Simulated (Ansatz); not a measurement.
Relaxed WP (space group Pnma):

```
WP
1.0
    5.66242     0.00000     0.00000
    0.00000     6.42067     0.00000
    0.00000     0.00000     6.18990
P W
8 8
Cartesian
  1.79862   2.40775   3.49806
  1.79862   5.61808   3.49806
  3.86379   0.80258   2.69184
  3.86379   4.01292   2.69184
  1.03258   0.80258   0.40311
  1.03258   4.01292   0.40311
  4.62983   2.40775   5.78679
  4.62983   5.61808   5.78679
  5.58763   2.40775   1.92952
  5.58763   5.61808   1.92952
  0.07478   0.80258   4.26038
  0.07478   4.01292   4.26038
  2.90599   0.80258   5.02447
  2.90599   4.01292   5.02447
  2.75643   2.40775   1.16543
  2.75643   5.61808   1.16543
```

The atoms are displaced by Q × the pattern below (from a DFPT mode at Y = (0.0, 0.5, 0.0), largest move 1; Q in Å), at fixed cell. It is one choice among 2 degenerate patterns. (q is in reciprocal vectors of the primitive cell; the cell shown is doubled to hold the pattern.)

| atom | x | y | z |
|---|---|---|---|
| P1 | 0.075 | -0.120 | -0.017 |
| P2 | -0.075 | 0.120 | 0.017 |
| P3 | -0.527 | 0.017 | 0.117 |
| P4 | 0.527 | -0.017 | -0.117 |
| P5 | -0.527 | 0.017 | -0.117 |
| P6 | 0.527 | -0.017 | 0.117 |
| P7 | 0.075 | -0.120 | 0.017 |
| P8 | -0.075 | 0.120 | -0.017 |
| W9 | 0.041 | 0.020 | 0.137 |
| W10 | -0.041 | -0.020 | -0.137 |
| W11 | -0.287 | -0.003 | -0.958 |
| W12 | 0.287 | 0.003 | 0.958 |
| W13 | -0.287 | -0.003 | 0.958 |
| W14 | 0.287 | 0.003 | -0.958 |
| W15 | 0.041 | 0.020 | -0.137 |
| W16 | -0.041 | -0.020 | 0.137 |

Calculation: LDA (plane waves to 420 eV, PAW, scalar-relativistic; Ansatz, a program for electronic structure). k mesh 8×7×8 (Γ-centred), Fermi-Dirac smearing 0.05 eV. E stands for the smeared free energy. With partly filled bands, energies and forces of such displacements shift with the k mesh and the smearing. Spin-orbit coupling is left out, though W is heavy. WP is run without spin polarisation. WP was relaxed with its symmetry unable to fall. ΔE is measured from the undisplaced structure. The last digit holds for this mesh only.

| Q (Å) | ΔE (meV/cell) |
|---|---|
| -0.2800 | 2827.0 |
| -0.2333 | 1989.0 |
| -0.1867 | 1286.7 |
| -0.1400 | 729.0 |
| -0.0933 | withheld |
| -0.0467 | 80.9 |
| 0.0000 | 0.0 |
| 0.0467 | 80.9 |
| 0.0933 | withheld |
| 0.1400 | 729.0 |
| 0.1867 | 1286.7 |
| 0.2333 | 1989.0 |
| 0.2800 | 2827.0 |

**Question.** Fit an even polynomial form (powers 2, 4, 6) to the given rows and predict ΔE at Q = -0.0933.

**Answer.** Least squares on the 11 given rows: ΔE = (37510)·Q² + (-16050)·Q⁴ + (-31660)·Q⁶, in meV/cell with Q in Å; root-mean-square residual 0.37 meV/cell. At -0.0933 the fit gives 325.3 meV/cell; the calculation gives 324.2 meV/cell, so the interpolation is off by 1.1 (+0.3 %). The quadratic term alone would give 326.5 meV/cell.

(For displaced atoms, the force is minus the slope of the energy, and its curvature is a force constant, which sets phonon frequencies.)
